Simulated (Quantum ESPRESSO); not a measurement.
# Band energies of K2S at +2 % isotropic strain

```
K2S
1.0
    0.00000     3.74052     3.74052
    3.74052     0.00000     3.74052
    3.74052     3.74052     0.00000
S K
1 2
Direct
  0.00000   0.00000   0.00000
  0.75000   0.75000   0.75000
  0.25000   0.25000   0.25000
```

norm-conserving PBEsol (Quantum ESPRESSO, 74 Ry, no spin-orbit coupling); path ΓXWKΓLUWLK,UX; energies in eV from the valence-band maximum.

| k (1/Å) | point | band 8 | band 9 | band 10 | band 11 | band 12 | band 13 | band 14 | band 15 |
|---|---|---|---|---|---|---|---|---|---|
| 0.00 | Γ | -12.52 | -9.57 | -0.17 | -0.17 | -0.17 | 2.21 | 5.41 | 5.41 |
| 0.24 |  | -12.52 | -9.52 | -0.37 | -0.14 | -0.14 | 2.75 | 5.24 | 5.57 |
| 0.60 |  | -12.49 | -9.38 | -0.69 | -0.03 | -0.03 | 3.63 | 5.35 | 5.57 |
| 0.84 | X | -12.46 | -9.34 | -0.73 | 0.00 | 0.00 | 3.41 | 5.17 | 6.40 |
| 0.98 |  | -12.46 | -9.34 | -0.68 | -0.05 | 0.00 | 3.46 | 5.22 | 6.26 |
| 1.26 | W | -12.47 | -9.34 | -0.38 | -0.38 | -0.02 | 3.62 | 5.63 | 5.63 |
| 1.41 |  | -12.47 | -9.34 | -0.49 | -0.25 | -0.01 | 3.63 | 5.42 | 5.91 |
| 1.56 | K | -12.47 | -9.34 | -0.54 | -0.21 | -0.01 | 3.63 | 5.32 | 6.13 |
| 1.66 |  | -12.47 | -9.35 | -0.42 | -0.32 | -0.02 | 3.79 | 5.33 | 6.10 |
| 1.95 |  | -12.50 | -9.42 | -0.51 | -0.16 | -0.08 | 3.78 | 5.23 | 5.54 |
| 2.25 |  | -12.52 | -9.53 | -0.31 | -0.15 | -0.15 | 2.59 | 5.39 | 5.45 |
| 2.45 | Γ | -12.52 | -9.57 | -0.17 | -0.17 | -0.17 | 2.21 | 5.41 | 5.41 |
| 2.55 |  | -12.52 | -9.56 | -0.22 | -0.17 | -0.17 | 2.32 | 5.42 | 5.42 |
| 2.86 |  | -12.57 | -9.45 | -0.52 | -0.10 | -0.10 | 3.47 | 5.54 | 5.54 |
| 3.07 |  | -12.62 | -9.39 | -0.61 | -0.06 | -0.06 | 4.28 | 5.13 | 5.69 |
| 3.17 | L | -12.64 | -9.38 | -0.62 | -0.06 | -0.06 | 4.57 | 4.80 | 5.72 |
| 3.38 |  | -12.54 | -9.37 | -0.56 | -0.15 | -0.04 | 4.21 | 5.05 | 5.87 |
| 3.69 | U | -12.47 | -9.34 | -0.54 | -0.21 | -0.01 | 3.63 | 5.32 | 6.13 |
| 3.99 | W | -12.47 | -9.34 | -0.38 | -0.38 | -0.02 | 3.62 | 5.63 | 5.63 |
| 4.24 |  | -12.51 | -9.36 | -0.47 | -0.26 | -0.03 | 3.90 | 5.36 | 5.80 |
| 4.41 |  | -12.57 | -9.38 | -0.57 | -0.12 | -0.05 | 4.30 | 4.98 | 5.82 |
| 4.58 | L | -12.64 | -9.38 | -0.62 | -0.06 | -0.06 | 4.57 | 4.80 | 5.72 |
| 4.67 |  | -12.60 | -9.38 | -0.61 | -0.07 | -0.05 | 4.49 | 4.85 | 5.75 |
| 4.92 |  | -12.49 | -9.36 | -0.49 | -0.25 | -0.03 | 3.89 | 5.31 | 5.92 |
| 5.09 | K | -12.47 | -9.34 | -0.54 | -0.21 | -0.01 | 3.63 | 5.32 | 6.13 |
| 5.09 | U | -12.47 | -9.34 | -0.54 | -0.21 | -0.01 | 3.63 | 5.32 | 6.13 |
| 5.39 | X | -12.46 | -9.34 | -0.73 | 0.00 | 0.00 | 3.41 | 5.17 | 6.40 |

The PBEsol gap is indirect, 2.21 eV, from X to Γ; the smallest direct gap is 2.38 eV. Another valence extremum on the path lies within 0.02 eV, too close to call.

Geometry strained from the cell relaxed with PBEsol, atoms relaxed again.
